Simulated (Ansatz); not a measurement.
## MgO: relaxed-ion elastic tensor

Computed with DFT PBEsol, scalar-relativistic, plane waves, PAW (Ansatz). Settings: 420 eV plane-wave cutoff, Γ-centred 8×8×8 mesh, fixed occupations. No spin polarisation.

The cell is fixed (symmetry leaves no force on the atoms) and stands under 0.0 GPa:
```
Mg O
1.0
     0.00000    2.10700    2.10700
     2.10700    0.00000    2.10700
     2.10700    2.10700    0.00000
Mg O
1 1
Direct
  0.00000 0.00000 0.00000
  0.50000 0.50000 0.50000
```

The cell is the ideal cubic rocksalt prototype.

Question: Give the relaxed-ion elastic constants (GPa, Voigt order xx yy zz yz xz xy, on the axes of the cell above).

Answer:
C11 = 292.8, C12 = 89.7, C13 = 89.7, C22 = 292.8, C23 = 89.7, C33 = 292.8, C44 = 144.4, C55 = 144.4, C66 = 144.4 GPa; the others vanish.

Question: Is the crystal stable against homogeneous strain?

Answer: Yes: the least eigenvalue of the tensor is 144.4 GPa.

Question: And the moduli of a polycrystal (Hill averages)?

Answer: B = 157 GPa, G = 125 GPa, E = 297 GPa, ν = 0.19.

Cost: 1 run of about 0.11 core-minutes, on Intel Xeon Platinum 8259CL (Skylake/Cascade Lake) (shared hosts).